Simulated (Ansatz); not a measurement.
Relaxed-ion elastic tensor of MoP in space group P-6m2 (No. 187; Mo on 1a, P on 1d) in GPa (Voigt order), DFT-PBE in the program Ansatz with PAW potentials; density 7.25 g/cm³, 14.53 Å³ per atom.

```
339  120  152  0.0  0.0  0.0
120  339  152  0.0  0.0  0.0
152  152  482  0.0  0.0  0.0
0.0  0.0  0.0  168  0.0  0.0
0.0  0.0  0.0  0.0  168  0.0
0.0  0.0  0.0  0.0  0.0  109
```

Question: Is the crystal mechanically stable?

Answer: Yes: the smallest eigenvalue of C is 109 GPa.

Question: Work out the Voigt, Reuss and Hill averages.

Answer: K_V = 223, K_R = 215, K_H = 219; G_V = 138, G_R = 132, G_H = 135 GPa.

Question: Give Young's modulus, Poisson's ratio, Pugh's ratio and the universal anisotropy index.

Answer: E = 9KG/(3K + G) = 336 GPa; ν = 0.24; K/G = 1.62 (brittle by the Pugh limit of 1.75); A_U = 5G_V/G_R + K_V/K_R − 6 = 0.26.

Question: Estimate the sound speeds and the Debye temperature.

Answer: v_l = √((K + 4G/3)/ρ) = 7420 m/s, v_t = √(G/ρ) = 4320 m/s, mean 4790 m/s; Θ = (h/k)(3n/4πV)^(1/3) v_m = 584 K.

Question: Solve the Christoffel equation for the three sound speeds along x, y, z.

Answer: Eigenvalues of C_ijkl n_j n_l equal ρv². In km/s, slowest first: x 3.88, 4.81, 6.84; y 3.88, 4.81, 6.84; z 4.81, 4.81, 8.15.

Question: How much does each axis shrink under pressure?

Answer: Linear compressibilities β_i = Σ_j S_ij (j = 1 to 3): x 1.9, y 1.9, z 0.89 per TPa.

The PBE relaxation kept the symmetry of its start; of distortions, only those at the zone centre were tested. The run is not spin-polarised. As this level gives no gap, shear constants depend on the k-mesh and smearing (Fermi–Dirac, 0.1 eV here).

Potentials: the later of the program's two PAW sets.
